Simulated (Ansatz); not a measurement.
A relaxed cell of Co (P6₃/mmc (No. 194)), relaxed on a k-mesh at least as fine as the one used below. Calculation: PBE (plane waves to 420 eV, PAW, scalar-relativistic; Ansatz, a first-principles code). Γ-centred k-mesh 15×8×8 on the run's cell (coarser than for final values), Fermi–Dirac smearing 0.05 eV.

```
CELL_PARAMETERS angstrom
      2.49392     0.00000     0.00000
     -2.49392     4.31959     0.00000
      0.00000     0.00000     4.03185
ATOMIC_POSITIONS crystal
  Co 0.33333 0.33333 0.75000
  Co 0.33333 0.83333 0.75000
  Co 0.66667 0.16667 0.25000
  Co 0.66667 0.66667 0.25000
```
Spin-polarised start, with parallel moments on Co.

The atoms are displaced by (Å):

| atom | ux | uy | uz |
|---|---|---|---|
| Co1 | 0.026 | -0.124 | -0.123 |
| Co2 | 0.038 | 0.064 | -0.033 |
| Co3 | 0.022 | 0.121 | -0.046 |
| Co4 | -0.070 | -0.148 | -0.049 |

**Question.** What forces (eV/Å) and pressure result?

**Answer.** 
```tsv
atom	Fx	Fy	Fz
Co1	0.06	1.26	0.82
Co2	-0.20	-1.47	-0.17
Co3	-0.31	-2.22	-0.55
Co4	0.45	2.43	-0.10
```

Pressure +6.3 GPa.

**Question.** Estimate the energy cost of the displacement in the harmonic approximation and compare with the calculation.

**Answer.** For a harmonic well ΔE = −½ Σ F·u = 0.494 eV a cell, or 124 meV/atom. The calculated energy relative to the undisplaced cell is +0.12 eV/atom, so the harmonic estimate holds well.

Spin state reached: ferromagnetic (net 1.61 μB/atom), from parallel starting moments; other spin orders were not run from this start.

The run that gave the undisplaced cell could not lose the symmetry of its start; a randomly shaken copy of 2 atoms returns to this structure.
